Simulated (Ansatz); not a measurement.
# Be5Ir: stable or not

The cell was found from a structure generator's guess, not taken from experiment.

These are results of DFT PBE, scalar-relativistic, plane waves, PAW in Ansatz, not measurements. Settings of the last relaxation (6-atom cell): 420 eV, 12×12×10 k points, Gaussian smearing of 0.10 eV, no spin polarisation.

```yaml
crystal:
  lattice:
    - [4.19617, 0.00000, 0.00000]
    - [-2.09808, 3.63399, 0.00000]
    - [0.00000, 0.00000, 3.54399]
  atoms:
    - { symbol: Be, position: [0.66667, 0.33333, 0.50000] }
    - { symbol: Be, position: [0.33333, 0.66667, 0.50000] }
    - { symbol: Be, position: [0.00000, 0.60648, 0.00000] }
    - { symbol: Be, position: [0.60648, 0.00000, 0.00000] }
    - { symbol: Be, position: [0.39352, 0.39352, 0.00000] }
    - { symbol: Ir, position: [0.00000, 0.00000, 0.50000] }
```

Formation energies are uncorrected and refer to the elements' standard structures at the same level.

Task: These tests were run: energy against the elements; phonons at Γ. What do they show?

Result:

```
                       test                        result
energy against the elements                 −0.27 eV/atom
               phonons at Γ  lowest optical mode 258 cm⁻¹
```

It fails none of these tests. Whether a mixture of other phases lies lower isn't tested here. Phonons away from Γ weren't computed.

Spin–orbit coupling, which can matter for Ir, is left out. The run for the phonons used a 12×12×10 k mesh and Fermi–Dirac smearing of 0.15 eV.
